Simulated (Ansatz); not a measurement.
Simulated powder pattern, Cu Kα, λ = 1.54184 Å (kinematic, ideal powder, no thermal factors, no anomalous dispersion; the 30 strongest lines at most, above 1 %, up to 2θ = 90°):

```tsv
2θ (°)	d (Å)	I/Imax (%)
27.33	3.263	100
45.39	1.998	79
53.79	1.704	48
66.13	1.413	13
72.96	1.297	20
83.86	1.154	28
```

The pattern belongs to a structure relaxed with PBE (plane waves, PAW; program Ansatz).

### Question
Pick the material that matches.
(A) Re, diamond
(B) Ga, diamond
(C) Mn, diamond
(D) ReS2, Pnnm (Re on 2a, S on 4g)

### Answer
A, Re, diamond

### Question
Give the lattice parameters.

### Answer
a = 5.652 Å.

Space group Fd-3m (diamond). The start of the workflow was typed in or built on a structure type; neither database checked (COD, Materials Project) lists it. It is not the phase usual at ambient conditions (space group No. 194). The cell was relaxed with PBE under the symmetry of its start; whether a distortion lowers the energy is not shown. The run is not spin-polarised. Spin–orbit coupling is left out wherever it is not named.

Potentials: the later of the program's two PAW sets.
